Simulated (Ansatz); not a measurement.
A scan (energy against volume; even scaling of the relaxed cell, symmetry kept) gave these values. All values below come from PBE (plane waves to 420 eV, PAW, scalar-relativistic; Ansatz, an electronic-structure program).

Bulk modulus B₀ (third-order Birch-Murnaghan fit): 181 GPa
Pressure derivative B₀′ (fit): 4.4
Equilibrium volume of the fit: 11.48 Å³/atom

Task: Of these crystals, all scanned alike, which one is it?
A. SrVO₃ (cubic perovskite)
B. Ir (fcc, Cu type)
C. MgS (rock salt)
D. Rh (fcc, Cu type)

Result: A, SrVO₃ (cubic perovskite). The others have, for the bulk modulus: MgS 74.0 GPa, Rh 256 GPa, Ir 346 GPa

All were relaxed with their symmetry unable to fall. Ir is run without spin polarisation. Rh is run without spin polarisation. Spin-orbit coupling is left out. SrVO3 is run without spin polarisation and with no Hubbard U.

(A scan under strain: stresses follow from slopes of the energy per volume, elastic moduli from its curvatures.)
